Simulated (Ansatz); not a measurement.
Calculated coordination and 23Na quadrupole coupling for Na3RhN6O12

Cell: a COD entry, its atoms then relaxed with PBE in this cell.

Space group R-3m:H (No. 166); a = 7.9601, c = 14.8191 Å, γ = 120.00°.

```
site  Wyckoff  site symmetry       x       y       z
 Na1       3b            -3m  0.0000  0.0000  0.5000
 Na2       6c             3m  0.0000  0.0000  0.2663
  Rh       3a            -3m  0.0000  0.0000  0.0000
   N      18h             .m  0.7928  0.5857  0.4104
 O11      18h             .m  0.7914  0.5828  0.4938
 O17      18h             .m  0.8725  0.7449  0.3708
```

One atom of each set is listed; the run and its k-mesh use a cell of 22 atoms with edges of 6.75, 6.75, 6.75 Å.

Method: Kohn–Sham DFT in Ansatz, PBE, plane waves and PAW, scalar-relativistic, 420 eV cutoff, Γ-centred 3×3×3 k-points, Fermi–Dirac smearing 0.02 eV.

Q(23Na) = 104.0 mb.

**Question.** Order the Na environments from the weakest to the strongest quadrupole coupling.
A. Na1: 12 O at 2.60–2.88 Å
B. Na2: 6 O at 2.33–2.34 Å

**Answer.** A (0.739 MHz, η = 0.00), B (2.06 MHz, η = 0.00).

An axis of threefold or higher order runs through Na1 and Na2, so V_zz lies along it and η is zero. Like point charges on the first shell alone (each adding as 1/d³) would give the same order.
